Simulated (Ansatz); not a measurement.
This cell of GaSb (zinc blende) is off equilibrium:

```
GaSb
1.0
    0.00000     3.16192     3.16192
    3.16192     0.00000     3.16192
    3.16192     3.16192     0.00000
Sb Ga
1 1
Direct
  0.75000   0.75000   0.75000
  0.00000   0.00000   0.00000
```

These are r2SCAN (plane waves to 500 eV, PAW, scalar-relativistic; Ansatz, a quantum-chemistry and plane-wave program) values and carry that method's errors. k mesh 13×13×13 (Γ-centred), Fermi-Dirac smearing 0.05 eV. Energies are smeared free energies. Stress and pressure are positive under compression. GaSb was relaxed with its symmetry unable to fall. Spin-orbit coupling is left out, though Sb is heavy. The PAW data are Ansatz's earlier set.

**Question.** Give the stress tensor in GPa and the pressure.

**Answer.** 
```
   -3.9      0.0      0.0
    0.0     -3.9      0.0
    0.0      0.0     -3.9
```
The pressure, a third of the trace, is -3.9 GPa.

**Question.** It is the relaxed cell scaled evenly to V/V₀ = 1.096, atoms relaxed where free. What is its energy relative to the relaxed cell?

**Answer.** 36.8 meV/atom.

(A scan under strain: stresses follow from slopes of the energy per volume, elastic moduli from its curvatures.)
